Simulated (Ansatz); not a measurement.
BaTe:
```yaml
crystal:
  lattice:
    - [0.00000, 3.53225, 3.53225]
    - [3.53225, 0.00000, 3.53225]
    - [3.53225, 3.53225, 0.00000]
  atoms:
    - { symbol: Ba, position: [0.00000, 0.00000, 0.00000] }
    - { symbol: Te, position: [0.50000, 0.50000, 0.50000] }
```

Plane-wave PAW PBE (Ansatz code) gives a gap of 1.66 eV without spin–orbit coupling, maximum at Γ, minimum at X.

Problem. What happens when spin–orbit coupling is switched on?

Solution. The gap falls by 0.27 eV, to 1.39 eV; maximum at Γ, minimum at X.

Problem. How large is the spin–orbit splitting of the valence top at Γ?

Solution. The fourfold level lies 0.84 eV above the split-off pair.

Problem. Give the electron effective mass with spin–orbit coupling.

Solution. 0.28, 0.28, 1.3 mₑ (principal values).

Problem. Give the hole effective mass with spin–orbit coupling, band 1 of 2 at the edge.

Solution. 1.2 along [100], 0.65 along [110], 0.52 along [111] (mₑ).

Problem. Give the hole effective mass with spin–orbit coupling, band 2 of 2 at the edge.

Solution. 0.20 along [100], 0.24 along [110], 0.26 along [111] (mₑ).

Space group Fm-3m (rock salt). The cell was relaxed with PBE under the symmetry of its start; of distortions, only those at the zone centre were tested.

Potentials: the later of the program's two PAW sets.
